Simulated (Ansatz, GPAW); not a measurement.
Given: the input of a run of GPAW 26.7.0 (ASE script) on Mg3ZnC. The cell comes from a database or a generator and needn't be the stable form of this composition.

File run.py:

```python
from ase.dft.bandgap import bandgap
from ase.io import read, write
from ase.units import GPa
from gpaw import GPAW, PW

atoms = read('POSCAR')

calc = GPAW(mode=PW(800),
            xc='PBE',
            kpts={'size': (6, 6, 6), 'gamma': True},
            occupations={'name': 'methfessel-paxton', 'order': 0, 'width': 0.02},
            nbands=38,
            convergence={'density': 1e-05, 'energy': 1e-05},
            maxiter=150,
            txt='gpaw.txt')
atoms.calc = calc
energy = atoms.get_potential_energy()
forces = atoms.get_forces()
stress = atoms.get_stress()
calc.write('gs.gpw')
write('result.traj', atoms)
print(f'Energy: {energy:.6f} eV')
print('Forces (eV/A):')
print(forces.round(4))
print('Stress (GPa):', (stress / GPa).round(3))
print('Fermi level:', round(calc.get_fermi_level(), 4), 'eV')
print(f'Gap: {bandgap(calc)[0]:.4f} eV, direct: {bandgap(calc, direct=True)[0]:.4f} eV')
```

The input POSCAR:

```
Mg3ZnC
1.0
    4.4069310000      0.0000000000      0.0000000000
    0.0000000000      4.4069310000      0.0000000000
    0.0000000000      0.0000000000      4.4069310000
Zn Mg C
1 3 1
Direct
    0.0000000000      0.0000000000      0.0000000000
    0.5000000000      0.0000000000      0.5000000000
    0.0000000000      0.5000000000      0.5000000000
    0.5000000000      0.5000000000      0.0000000000
    0.5000000000      0.5000000000      0.5000000000
```

Potentials or basis: GPAW PAW data sets (gpaw-data 1.2.1), pw.

Run with:

```console
$ OMP_NUM_THREADS=1 python run.py
```

Task: Set up the same calculation for Ansatz 0.2.0. Potentials or basis there: Ansatz PAW, cutoff 420 eV.

Result: As run (cutoffs and basis follow the program's own potentials, and thresholds, step limits or extra output files can differ):

input.yaml

```yaml
crystal:
  lattice:
    - [4.406931, 0.0, 0.0]
    - [0.0, 4.406931, 0.0]
    - [0.0, 0.0, 4.406931]
  atoms:
    - { symbol: Zn, position: [0.0, 0.0, 0.0] }
    - { symbol: Mg, position: [0.5, 0.0, 0.5] }
    - { symbol: Mg, position: [0.0, 0.5, 0.5] }
    - { symbol: Mg, position: [0.5, 0.5, 0.0] }
    - { symbol: C, position: [0.5, 0.5, 0.5] }
hamiltonian:
  xc: pbe
  pseudopotentials: { kind: paw }
kpoints:
  mp_grid: { grid: [6, 6, 6] }
scf:
  occupations: { method: gaussian, width: 0.02 }
output:
  forces: true
  stress: true
  eigenvalues: true
```

Potentials or basis: Ansatz PAW.

The run is started by

```bash
$ ansatz run input.yaml --threads 1 --pin off --max-ram 3584MiB --backend cpu --events-out ev --progress --plain --runs-dir out
```

Both were run:

|  | GPAW | Ansatz |
| --- | --- | --- |
| Pressure | -0.3 GPa | -0.2 GPa |

Ansatz's pressure holds a Pulay term of +0.08 GPa for its cutoff of 420 eV, which the other run lacks.

Where Ansatz's input types no cutoff or centring, it takes its own default and a Γ-centred mesh.

Pressure is positive in compression.
